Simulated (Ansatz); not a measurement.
## Cs2InAgCl6: reading a single point

```
Cs In Ag Cl
1.0
     0.00000    5.27490    5.27490
     5.27490    0.00000    5.27490
     5.27490    5.27490    0.00000
Cs In Ag Cl
2 1 1 6
Direct
  0.25000 0.25000 0.25000
  0.75000 0.75000 0.75000
  0.00000 0.00000 0.00000
  0.50000 0.50000 0.50000
  0.76021 0.23979 0.23979
  0.23979 0.76021 0.23979
  0.23979 0.76021 0.76021
  0.76021 0.23979 0.76021
  0.23979 0.23979 0.76021
  0.76021 0.76021 0.23979
```

The numbers come from plane-wave PAW DFT (Ansatz): r2SCAN, no spin polarisation, 500 eV, 4×4×4 Γ-centred k points, fermi-dirac occupations (width 0.0137 eV). Nothing was relaxed.

(1) What does the stress say?

(2) Is there a gap, and of what kind?

(3) What is the formation energy?

(4) What do density and ELF say about some of the short contacts?

(5) Which atom feels the largest force, and which way?

(6) How is the charge shared?

(7) Which orbitals make up the band edges?

Origin: a database entry at a rescaled volume.

Results:

(1) The pressure is -0.1 GPa (compression positive), so with the atoms held at these fractions the cell is close to zero pressure.

(2) The gap is 1.71 eV, direct at the points sampled. A semilocal functional usually gives too small a gap.

(3) -1.69 eV an atom against the elements' usual phases (free molecules for gases, crystals otherwise, with no correction for O₂ or N₂), so it is bound against them; other compounds may still compete. Relaxing would lower it.

(4) In–Cl at 2.53 Å: least valence density 0.38 e/Å³ and ELF 0.22 there. Ag–Cl at 2.75 Å: least valence density 0.23 e/Å³ and ELF 0.12 there. Cs–Cl at 3.73 Å: least valence density 0.05 e/Å³ and ELF 0.02 there, a closed-shell (ionic or weak) contact. These are pseudo-fields; inside the PAW spheres they differ from the all-electron ones.

(5) The largest is on Cl6 (and as large on other atoms): 0.13 eV/Å, components (0.00, 0.13, 0.00). It makes 180° with the line to a nearest neighbour, In3 at 2.53 Å, pointing away from it.

(6) Bader charges in e: Cs +0.89, In +1.73, Ag +0.67, Cl -0.70. In the mean In gives up most and Cl takes most.

(7) Within 0.7 eV of the edges, the states project mainly on Ag d (48 %) and Cl p (47 %) below the gap and on In s (39 %), Ag s (30 %) and Cl p (15 %) above it.
